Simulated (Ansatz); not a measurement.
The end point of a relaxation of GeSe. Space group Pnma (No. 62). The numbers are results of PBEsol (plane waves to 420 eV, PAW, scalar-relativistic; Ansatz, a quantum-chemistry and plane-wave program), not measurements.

```cif
data_Ge4Se4
_chemical_formula_sum 'Ge4 Se4'
_space_group_name_H-M_alt 'Pnma'
_space_group_IT_number 62
_space_group_name_Hall '-P 2ac 2n'
_cell_length_a 10.59013
_cell_length_b 3.78011
_cell_length_c 4.55074
_cell_angle_alpha 90.000
_cell_angle_beta 90.000
_cell_angle_gamma 90.000
loop_
_space_group_symop_operation_xyz
  'x, y, z'
  '-x, -y, -z'
  '-x+1/2, -y, z+1/2'
  'x+1/2, y, -z+1/2'
  'x+1/2, -y+1/2, -z+1/2'
  '-x+1/2, y+1/2, z+1/2'
  '-x, y+1/2, -z'
  'x, -y+1/2, z'
loop_
_atom_site_label
_atom_site_type_symbol
_atom_site_symmetry_multiplicity
_atom_site_Wyckoff_symbol
_atom_site_fract_x
_atom_site_fract_y
_atom_site_fract_z
_atom_site_occupancy
Ge1 Ge 4 c 0.05706 0.25000 0.80601 1
Se1 Se 4 c 0.14862 0.75000 0.49327 1
```

### Question
Predict the band gap from PBEsol.

### Answer
0.33 eV, indirect (valence top at 57 % of the way from Y to Γ, conduction bottom at Z) (no spin-orbit coupling).

### Question
What smallest direct gap does PBEsol give?

### Answer
0.39 eV at Z.

No spin polarisation in the result.

It was reached from a disturbed copy of a Pnma (No. 62) cell (AFLOW prototype AB_oP8_62_c_c (B29, as in SnS)), against which it lies +0.010 eV/atom.

The first start was generated by placing the elements on the sites of a structure type. A measured structure of GeSe has the same space group, Pnma (No. 62); the sites were not compared with it.
